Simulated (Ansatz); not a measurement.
Given:

LiC$_{6}$:
Space group P6/mmm (No. 191); a = b = 4.3064 Å, c = 3.6751 Å, α = β = 90.00°, γ = 120.00°

| atom | site | symmetry | x | y | z |
|---|---|---|---|---|---|
| Li | 1a | 6/mmm | 0.0000 | 0.0000 | 0.0000 |
| C | 6k | m2m | 0.3336 | 0.3336 | 0.5000 |

This is the r²SCAN-relaxed structure.

All from plane-wave PAW r²SCAN (Ansatz code), unless another level is named. Predict the electronic character.

metallic (no gap).

And the formation energy from the elements (no fitted shifts)?

-0.026 eV/atom.

Next, the density of states at the Fermi level?

0.15 states/eV per atom (mean over ±0.08 eV).

The workflow started from a Materials Project entry (that database holds measured and hypothetical structures alike); the Crystallography Open Database copy checked does not list it. Whether it is the stable phase at ambient conditions was not checked. The cell was relaxed with r²SCAN under the symmetry of its start; of distortions, only those at the zone centre were tested. The references are the lowest solids computed at this level, not always the standard phases.

Potentials: the later of the program's two PAW sets.
